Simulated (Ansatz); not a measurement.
The start is a generated trial cell of TiSi2 in the AFLOW prototype AB2_hP9_162_ad_k (as in V2N). A full variable-cell relaxation at zero pressure is run with PBEsol (plane waves to 420 eV, PAW, scalar-relativistic; Ansatz, a first-principles code). The first steps use a coarse 5×5×5 k-mesh.

Initial structure:
```
TiSi2
1.0
    5.45361     0.00000     0.00000
   -2.72681     4.72297     0.00000
    0.00000     0.00000     5.06653
Si Ti
6 3
Direct
  0.32500   0.32500   0.27200
  0.67500   0.00000   0.27200
  0.00000   0.67500   0.27200
  0.00000   0.32500   0.72800
  0.67500   0.67500   0.72800
  0.32500   0.00000   0.72800
  0.00000   0.00000   0.00000
  0.66667   0.33333   0.50000
  0.33333   0.66667   0.50000
```

* **Initial pressure**: +51 GPa (positive: the cell is compressed)
* **Largest initial force**: about 2.8 eV/Å, on Si1, Si2, Si3, Si4, Si5, Si6 (atoms numbered as listed)
* **Outcome**: The space group goes from P-31m (No. 162) to P6/mmm (No. 191), with 9 atoms in the primitive cell
* **Energy released**: 1.62 eV/atom
* **Optimiser moves**: 30

Relaxed structure:

Space group P6/mmm (No. 191); a = b = 5.1979 Å, c = 6.4246 Å, α = β = 90.00°, γ = 120.00°

```csv
atom,site,symmetry,x,y,z
Si,6i,2mm,0.5000,0.5000,0.1846
Ti,1a,6/mmm,0.0000,0.0000,0.0000
Ti,2d,-6m2,0.3333,0.6667,0.5000
```

Final values are on a 10×10×7 k-mesh of the relaxed cell. No spin polarisation in the result.

The run could not lose the symmetry of its start; a randomly shaken copy of 9 atoms returns to this structure.

The relaxed structure here is a generated cell of TiSi2: the first start was made by placing the elements on the sites of a structure type, and the end was not matched to a known phase here, so it may be hypothetical. Known forms of TiSi2 include space group No. 63, 70.
